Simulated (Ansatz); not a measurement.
One stationary structure of TiO2. Space group P2₁/c (No. 14), AFLOW prototype A2B_mP12_14_2e_e (C43, as in ZrO2). Computed with r2SCAN (plane waves to 500 eV, PAW, scalar-relativistic; Ansatz, a quantum-chemistry and plane-wave program).

```cif
data_O8Ti4
_chemical_formula_sum 'Ti4 O8'
_space_group_name_H-M_alt 'P 1'
_space_group_IT_number 1
_cell_length_a 4.80404
_cell_length_b 4.86611
_cell_length_c 5.04067
_cell_angle_alpha 90.000
_cell_angle_beta 99.878
_cell_angle_gamma 90.000
loop_
_space_group_symop_operation_xyz
  'x, y, z'
loop_
_atom_site_label
_atom_site_type_symbol
_atom_site_fract_x
_atom_site_fract_y
_atom_site_fract_z
_atom_site_occupancy
Ti1 Ti 0.27700 0.05450 0.21454 1
Ti2 Ti 0.72300 0.55450 0.28546 1
Ti3 Ti 0.72300 0.94550 0.78546 1
Ti4 Ti 0.27700 0.44550 0.71454 1
O1 O 0.06352 0.32232 0.35222 1
O2 O 0.93648 0.82232 0.14778 1
O3 O 0.93648 0.67768 0.64778 1
O4 O 0.06352 0.17768 0.85222 1
O5 O 0.44628 0.75798 0.46344 1
O6 O 0.55372 0.25798 0.03656 1
O7 O 0.55372 0.24202 0.53656 1
O8 O 0.44628 0.74202 0.96344 1
```

Question: Estimate the band gap that r2SCAN returns for this input.

Answer: 2.70 eV, indirect (valence top at Γ, conduction bottom at Y2) (no spin-orbit coupling).

Question: Give the smallest direct gap at the level r2SCAN.

Answer: 2.80 eV at k = (-0.5, 0, 0.1667).

No spin polarisation in the result.

The run could not lose the symmetry of its start.

The first start was generated by placing the elements on the sites of a structure type. A measured structure of TiO2 has the same space group, P2₁/c (No. 14); the sites were not compared with it. Another known form has space group No. 61.
